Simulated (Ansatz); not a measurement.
## SrOs3 (AuCu3-type structure)

Method: PBEsol, scalar-relativistic; no spin polarisation; PAW, 420 eV, Γ-centred 8×8×8 mesh, 0.05 eV Gaussian smearing; code Ansatz; PAW files: Ansatz's generated set soft_2.

Space group Pm-3m (No. 221). a = 4.069 Å, b = 4.069 Å, c = 4.069 Å, α = 90.00°, β = 90.00°, γ = 90.00°
| atom | site | symmetry | x | y | z |
| --- | --- | --- | --- | --- | --- |
| Sr | 1a | m-3m | 0.0000 | 0.0000 | 0.0000 |
| Os | 3c | 4/mm.m | 0.0000 | 0.5000 | 0.5000 |

This is a trial structure made by placing the elements on a prototype's sites, so it needn't be the stable form.

The cell above was scaled in volume, its shape and atoms being fixed by the lattice's symmetry. Energies are counted from the cell above.

Cell and atoms are those of this level's equilibrium.

```tsv
V (Å³/atom)	ΔE (meV/atom)	P from the stress (GPa)
16.163	17.91	8.85
16.500	4.31	4.18
16.837	0.00	0.01
17.173	3.99	-3.72
17.510	15.40	-7.05
```

Problem. Do the energies and the pressures agree? Compare −ΔE/ΔV between neighbouring points (1 meV/Å³ = 0.1602 GPa) with the mean of their pressures.

Solution. 
| interval (Å³/atom) | −ΔE/ΔV (GPa) | mean P (GPa) |
| --- | --- | --- |
| 16.16 to 16.50 | 6.5 | 6.5 |
| 16.50 to 16.84 | 2.1 | 2.1 |
| 16.84 to 17.17 | -1.9 | -1.9 |
| 17.17 to 17.51 | -5.4 | -5.4 |
They differ by 0.05 GPa at most.

Problem. What do the two routes give for V0, B0 and B0′?

Solution. A third-order Birch–Murnaghan fit of the energies: V0 = 16.84 Å³/atom, B0 = 197 GPa, B0′ = 4.6. A polynomial of P in ln V, with B = −dP/d ln V at P = 0: V0 = 16.84 Å³/atom, B0 = 197 GPa, B0′ = 4.7.

B0·V0 = 197.2 GPa × 16.84 Å³ = 20.72 eV/atom sets the scale: near the minimum ΔE ≈ ½ B0 V0 x², with x = V/V0 − 1, and a pressure of 2.0 GPa squeezes the volume by about 1 %. At the ends of the curve: x = −4.0 % predicts 16.6 meV/atom and the run gives 17.9; x = +4.0 % predicts 16.6 meV/atom and the run gives 15.4. Compression costs more and expansion less than the parabola says, since the crystal stiffens as it shrinks; B0′ measures that.

No spin–orbit coupling, a notable omission for heavy elements. The run is a metal.
